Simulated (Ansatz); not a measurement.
Q: Name crystals whose computed values (DFT-LDA in the program Ansatz with PAW potentials) fall in these windows: G_Hill (GPa) 110 to 150; B₀ by P(V) fit (GPa) 250 to 310.

A: 

| crystal | G_Hill (GPa) | B₀ by P(V) fit (GPa) |
|---|---|---|
| HfPt3, Cu3Au type | 128 | 274 |
| HfRh3, Cu3Au type | 134 | 264 |
| SiNi3, Cu3Au type | 127 | 259 |
| ZrRh3, Cu3Au type | 130 | 254 |
| TaW3, Fm-3m (Ta on 4a, W on 8c, W on 4b) | 136 | 307 |
Others may fit too.

Standing as an ambient phase not checked: HfPt3, Cu3Au type; HfRh3, Cu3Au type; ZrRh3, Cu3Au type; TaW3, Fm-3m (Ta on 4a, W on 8c, W on 4b). Perhaps ordered models of mixed-site phases: TaW3, Fm-3m (Ta on 4a, W on 8c, W on 4b). All cells were relaxed under the symmetry of their starts (and spin orders); stability against distortions was not tested throughout. Rows with no word on spin ran without spin polarisation. Scalar-relativistic: spin–orbit coupling is off unless named, which matters more the heavier the elements.

Potentials: the later of the program's two PAW sets.
